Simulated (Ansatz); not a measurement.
Tc:
```
CELL_PARAMETERS angstrom
      2.75140     0.00000     0.00000
     -1.37570     2.38279     0.00000
      0.00000     0.00000     8.81381
ATOMIC_POSITIONS crystal
  Tc 0.00000 0.00000 0.00000
  Tc 0.00000 0.00000 0.50000
  Tc 0.33333 0.66667 0.25000
  Tc 0.66667 0.33333 0.75000
```

Relaxed with PBE. Special points in fractions of this cell's reciprocal vectors: Γ (0.000, 0.000, 0.000); M (0.500, 0.000, 0.000); K (0.333, 0.333, 0.000); A (0.000, 0.000, 0.500); L (0.500, 0.000, 0.500); H (0.333, 0.333, 0.500).

Task: List the band energies nearest the Fermi level at these points for plane-wave PAW PBE (Ansatz code).

Result: In eV from the Fermi level; about four levels below and three above (degenerate sets whole), none deeper than 8.9 eV; points with the same levels are listed once.

```tsv
k	below	above
Γ	-1.25 -1.25 -1.15 -1.15	0.25 0.25 0.96 0.96
M	-2.35 -1.98 -1.49 -0.62	0.05 0.05 2.00
K	-1.85 -1.85 -1.82 -0.13 -0.13	1.21 1.21 2.21
A	-1.46 -1.46 -1.46 -1.46 -0.06 -0.06	0.70 0.70 0.70 0.70
L	-1.44 -1.44 -0.09 -0.09	0.57 0.57 2.01 2.01
H	-1.89 -1.89 -0.12 -0.12	0.77 0.77 2.38 2.38
```

Space group P6_3/mmc (dhcp (α-La type)). The workflow started from a Materials Project entry (that database holds measured and hypothetical structures alike). Its sites differ from those of the usual phase in this space group: another stacking or structure type. The PBE relaxation kept the symmetry of its start; its stability against distortions is not shown here. The run is not spin-polarised. Scalar-relativistic: spin–orbit coupling is off unless named, which matters more the heavier the elements.

Potentials: the later of the program's two PAW sets.
